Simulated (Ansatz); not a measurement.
A geometry of Cl₂ away from equilibrium: step 2 of the relaxation of a generated cell, Cl2 built in the AFLOW prototype A_hR2_166_c. All values below come from PBE (plane waves to 420 eV, PAW, scalar-relativistic; Ansatz, an electronic-structure program). Γ-centred k-mesh 6×6×6 on the run's cell (coarser than for final values), Fermi–Dirac smearing 0.05 eV.

```xyz
2
Lattice="2.4920 1.4388 5.6879 -2.4920 1.4388 5.6879 0.0000 -2.8775 5.6879" Properties=species:S:1:pos:R:3:forces:R:3 pbc="T T T" free_energy=-2158.905 pressure_GPa=0.5
Cl     0.0000     0.0000     0.9850    0.0000    0.0000    0.7120
Cl     0.0000     0.0000    16.0788    0.0000    0.0000   -0.7120
```

Positions in Å, forces in eV/Å, free energy of the cell in eV (comparable only within this code, potentials and settings). Largest force: 0.71 eV/Å, on Cl1, Cl2 (atoms numbered as listed); the geometry lies 0.03 eV/atom above the end of its relaxation.

No spin polarisation in the result. No dispersion correction is included, so spacings between layers, chains or molecules are soft and tend to come out too large.

The run could not lose the symmetry of its start, so the end can be a saddle point.

The end of the path is a generated cell of Cl2: the first start was made by placing the elements on the sites of a structure type, and the end was not matched to a known phase here, so it may be hypothetical. Known forms of Cl2 include space group No. 64.
